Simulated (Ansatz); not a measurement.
Ga$_{3}$Mo:
```xyz
4
Lattice="-1.8986 1.8986 4.2785 1.8986 -1.8986 4.2785 1.8986 1.8986 -4.2785" Properties=species:S:1:pos:R:3 pbc="T T T"
Ga     0.0000     0.0000     4.2785
Ga     0.0000     1.8986     2.1392
Ga     1.8986     0.0000     2.1392
Mo     0.0000     0.0000     0.0000
```

Relaxed with PBE. Special points in fractions of this cell's reciprocal vectors: Γ (0.000, 0.000, 0.000); X (0.000, 0.000, 0.500); P (0.250, 0.250, 0.250); N (0.000, 0.500, 0.000); M (0.500, 0.500, -0.500); S (0.299, 0.701, -0.299); S0 (-0.299, 0.299, 0.299); R (-0.098, 0.098, 0.500); G (0.500, 0.500, -0.098).

Question: List the band energies nearest the Fermi level at these points for PBE (plane waves, PAW; program Ansatz).

Answer: In eV from the Fermi level; about four levels below and three above (degenerate sets whole), none deeper than 8.9 eV; points with the same levels are listed once.

```tsv
k	below	above
Γ	-2.91 -2.91 -0.62 -0.49	1.37 1.37 2.56
X	-4.91 -3.70 -3.63 -2.83	0.22 0.64 1.79
P	-5.58 -3.23 -3.23 -2.46	0.07 0.22 1.43
N	-4.62 -3.03 -2.07 -1.30	0.09 1.77 1.94
M	-1.73 -0.88 -0.88 -0.60	2.46 3.53 4.64
S	-2.44 -2.04 -1.18 -0.15	0.66 1.47 2.35
R	-3.56 -3.03 -2.69 -0.04	0.69 1.35 2.49
```

Space group I4/mmm. The cell is a constructed one: a structure type filled with these elements; neither database checked (COD, Materials Project) lists it. Whether it is the stable phase at ambient conditions was not checked. The PBE relaxation kept the symmetry of its start; whether a distortion lowers the energy is not shown. No spin polarisation was allowed. Scalar-relativistic: spin–orbit coupling is off unless named, which matters more the heavier the elements.

Potentials: the earlier of the program's two PAW sets.
